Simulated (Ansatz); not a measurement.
A relaxed cell of Ti3W2 is given with its symmetry left out. The cell was found from a structure generator's guess, not taken from experiment.

The calculation used DFT PBE, scalar-relativistic, plane waves, PAW in Ansatz. Cutoff 420 eV, Γ-centred mesh, Gaussian smearing, no spin polarisation.

```
Ti W
1.0
     2.82118    0.00000    0.00000
    -1.41059    2.44321    0.00000
     0.00000    0.00000   24.21823
Ti W
6 4
Direct
  0.33333 0.66667 0.04852
  0.33333 0.66667 0.25000
  0.33333 0.66667 0.45148
  0.66667 0.33333 0.95148
  0.66667 0.33333 0.54852
  0.66667 0.33333 0.75000
  0.33333 0.66667 0.85068
  0.33333 0.66667 0.64932
  0.66667 0.33333 0.14932
  0.66667 0.33333 0.35068
```

Energies over the elements count from the elements' standard structures at the same level, with no fitted energy shifts.

Q: What space group does it have?

A: P6_3/mmc (No. 194), with Ti and W ordered on hcp sites. Conventional cell: a = 2.821 Å, c = 24.218 Å. Around Ti on a site of symmetry 3m lie 9 Ti at 2.82–2.86 Å and 3 W at 2.93 Å; Ti on a site of symmetry -6m2 has 6 Ti at 2.82 Å and 6 W at 2.93 Å; W is surrounded by 6 W at 2.82 Å and 6 Ti at 2.93 Å.

Q: How far does it lie from the elements in energy?

A: +0.23 eV/atom. It can't be a ground state, since the elements alone are lower.

Q: Is it a metal?

A: Yes, bands cross the Fermi level on the 18×18×2 mesh.

The last run used an 18×18×2 mesh (in the run's order of axes) for its 10-atom cell and Gaussian smearing of 0.10 eV. These runs have no spin–orbit coupling, which can matter for W. Symmetry constrained the relaxation, so the result can be a saddle point. Another cell of Ti3W2 relaxed alike, in I4/mmm, lies 211 meV/atom lower, so this cell isn't the stable form at this level.
